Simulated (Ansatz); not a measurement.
## Structures of Ge$_{2}$Bi: which is lowest?

Plane-wave DFT in Ansatz with scalar-relativistic PAW potentials, cutoff 420 eV, Γ-centred meshes chosen by cell and gap, Gaussian smearing with energies taken to zero width. Every cell was relaxed (cell and atoms) in a run of its own, within the symmetry of its start. Functional: PBE.

Relaxed structures (starts from databases or built by putting these elements on another compound's sites):
A. Pnnm, 6 atoms in the computed cell, a = 5.697 Å, b = 7.235 Å, c = 4.193 Å; sites (symmetry × multiplicity) Ge ..m × 4, Bi ..2/m × 2; start: built
B. R-3m, 3 atoms in the computed cell, a = 3.934 Å, c = 16.904 Å; sites (symmetry × multiplicity) Ge 3m × 6, Bi -3m × 3; start: built
C. P6/mmm, 3 atoms in the computed cell, a = 4.702 Å, c = 3.800 Å; sites (symmetry × multiplicity) Ge -6m2 × 2, Bi 6/mmm × 1; start: built

Q: Rank them by energy. Could pressure change the order?

A:
| structure | group | E − E(lowest) (meV/atom) | V (Å³/atom) | gap on mesh (eV) |
| --- | --- | --- | --- | --- |
| B | R-3m | 0.0 | 25.17 | 0.00 |
| C | P6/mmm | 81 | 24.25 | 0.00 |
| A | Pnnm | 145 | 28.80 | 0.00 |

B is lowest, 81 meV/atom under C. C is denser by 0.92 Å³/atom, so pressure favours it: ΔE/ΔV, with ΔE in eV and 1 eV/Å³ = 160.2 GPa, gives about 14 GPa for equal enthalpy if both cells were rigid, a rough figure since the two compress differently. Other structures may lie lower than all of these, and vibrations aren't counted.

Spin-orbit coupling is left out, which matters for the bands of heavy elements. For Tl, Pb and Bi spin-orbit coupling shifts energies too.